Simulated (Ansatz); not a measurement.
LaTiHO2 in space group P4/mmm (No. 123; La on 1d, Ti on 1a, O on 2f, H on 1b) at seven volumes, r²SCAN (plane waves, PAW; program Ansatz), shape and atoms relaxed at each. One row is withheld.

| V (Å³/atom) | P (GPa) |
|---|---|
| 10.698 | 17.78 |
| 11.051 | 10.87 |
| 11.404 | 5.00 |
| 11.756 | 0.00 |
| 12.109 | -4.26 |
| 12.462 | ? |
| 12.814 | -11.02 |

Problem. Fit the shown pressures and predict the withheld one.

Solution. Third-order Birch–Murnaghan: P = (3/2)B₀(x^(7/2) − x^(5/2))[1 + (3/4)(B′ − 4)(x − 1)] with x = (V₀/V)^(2/3). Least squares on the six rows gives V₀ = 11.756 Å³/atom, B₀ = 153.8 GPa, B′ = 4.29. At V = 12.462, x = 0.9619 and P = -7.92 GPa. The run itself gave -7.91 GPa.

The start of the workflow was typed in or built on a structure type; neither database checked (COD, Materials Project) lists it. Its standing as an ambient phase is unchecked. The cell was relaxed with r²SCAN under the symmetry of its start; its stability against distortions is not shown here. The workflow began spin-polarised and lost its moments. Spin–orbit coupling is left out wherever it is not named.

Potentials: the earlier of the program's two PAW sets. The files were generated under PBE; for other functionals the program regenerates the frozen cores, and for LDA and PBEsol the local potential too.
